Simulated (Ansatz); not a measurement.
# Si3N4: a ladder of calculations

Cell of run 1: an entry of the Crystallography Open Database (COD; perhaps a calculated or model structure), atoms as given.

Space group P6_3/m (No. 176); a = 7.6044, c = 2.9063 Å, γ = 120.00°.

```csv
site,Wyckoff,site symmetry,x,y,z
Si,6h,m..,0.7685,0.1746,0.2500
N7,6h,m..,0.0305,0.3302,0.2500
N13,2d,-6..,0.6667,0.3333,0.2500
```

One atom of each set is listed.

Relaxed positions (PBE, cell held):

Si (0.7680, 0.1741, 0.2500)
N7 (0.0300, 0.3299, 0.2500)
N13 (0.6667, 0.3333, 0.2500)

All runs are DFT with Ansatz 0.2.0 (plane waves and PAW, scalar-relativistic unless spin–orbit coupling is named, Γ-centred meshes, Fermi–Dirac smearing where given) in this cell.

Run 1: PBE, gradients read without the response of the cores, atoms as given; 420 eV, 4×4×10 k-points, smearing 0.02 eV.
Run 2: PBE, gradients read without the response of the cores, atoms relaxed; 420 eV, 4×4×10 k-points, smearing 0.02 eV.
Run 3: r2SCAN, gradients read without the response of the cores, at the relaxed atoms; 500 eV, 4×4×10 k-points, smearing 0.02 eV.

(1) What does each run give, and what moves the gradients most?

Answers

(1) 

```csv
run,Si V_zz (η),N7 V_zz (η),N13 V_zz (η)
1,0.90 (0.26),-5.14 (0.07),-5.11 (0.00)
2,0.90 (0.27),-5.14 (0.07),-5.09 (0.00)
3,0.90 (0.24),-5.15 (0.07),-5.20 (0.00)
```

V_zz in 10²¹ V/m². Against run 1, the gradient tensors on these sites move by at most 0.03 in run 2 (N7), 0.09 in run 3 (N13). Taken one at a time, the functional (r2SCAN with its higher cutoff) moves the tensors on these sites by up to 0.10 (largest principal value of the change, on N13), the positions of the atoms (as given or relaxed) by 0.03 (N7).

The cell isn't the equilibrium one in runs 1, 2 (calculated pressure 6, 6 GPa), and the entry's cell may itself be off.
